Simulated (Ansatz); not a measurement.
# SnTe: reading a single point

```xyz
2
Lattice="0.0000 3.1645 3.1645 3.1645 0.0000 3.1645 3.1645 3.1645 0.0000" Properties=species:S:1:pos:R:3 pbc="T T T"
Te    3.1645    3.1645    3.1645
Sn    0.0000    0.0000    0.0000
```

Single point in Ansatz 0.2.0 with PBEsol, no spin polarisation. Cutoff 420 eV, PAW datasets, 7×7×7 Γ-centred k mesh, fermi-dirac filling (width 0.0283 eV).

Task: What does the stress say?

Result: The pressure is -0.9 GPa (compression positive), so with the atoms held at these fractions the cell would first shrink.

Task: Which orbitals make up the band edges?

Result: Within 0.7 eV of the edges, the states project mainly on Te p (51 %), Sn p (22 %) and Sn s (21 %) below the gap and on Sn p (73 %) and Te p (14 %) above it.

Task: What is the band gap?

Result: The gap is 0.10 eV, direct at the points sampled.

Task: Is it stable against the elements?

Result: -0.28 eV an atom against the elements' usual phases (free molecules for gases, crystals otherwise, with no correction for O₂ or N₂), so it is bound against them; other compounds may still compete. Relaxing would lower it.

Origin: a database entry at a rescaled volume. Caveats: no spin-orbit coupling, which can shift this gap by tenths of an eV; the mesh misses a band edge that the path finds.
